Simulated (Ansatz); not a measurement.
One crystal and one scan (frozen-phonon scan) at two levels, PBE (plane waves to 420 eV, PAW, scalar-relativistic; Ansatz, a program for electronic structure) and r2SCAN (plane waves to 500 eV, PAW, scalar-relativistic; Ansatz), each from its own relaxed cell and on its own mesh.

The crystal is BAs (zinc blende); a phonon pattern at X = (0.5, 0.5, 0.0) is frozen into a 4-atom cell, Q being the largest atomic displacement.

BAs was relaxed with its symmetry unable to fall. Both scans cover Q from -0.280 to 0.280 Å.

```csv
quantity,run 1,run 2
Lattice constant a (Å),4.784,4.809
"Band gap of the relaxed cell, no spin-orbit coupling (eV)",1.38,1.21
Energy at Q = 0.280 Å (meV/cell),1284,1219
Harmonic wavenumber from the curvature (finite differences) (cm⁻¹ (negative: imaginary)),627,610
```

### Question
Which run is which level?

### Answer
Run 2 is PBE, run 1 is r2SCAN. PBE gives the higher value for: lattice constant a. PBE gives the lower value for: band gap of the relaxed cell, no spin-orbit coupling; energy at Q = 0.280 Å; harmonic wavenumber from the curvature. Both give the same space group of the distorted cell: C222_1 (No. 20), lowered from F-43m.

(A displaced cell: forces are minus the slopes of the energy, force constants its curvatures, and phonons follow from these.)
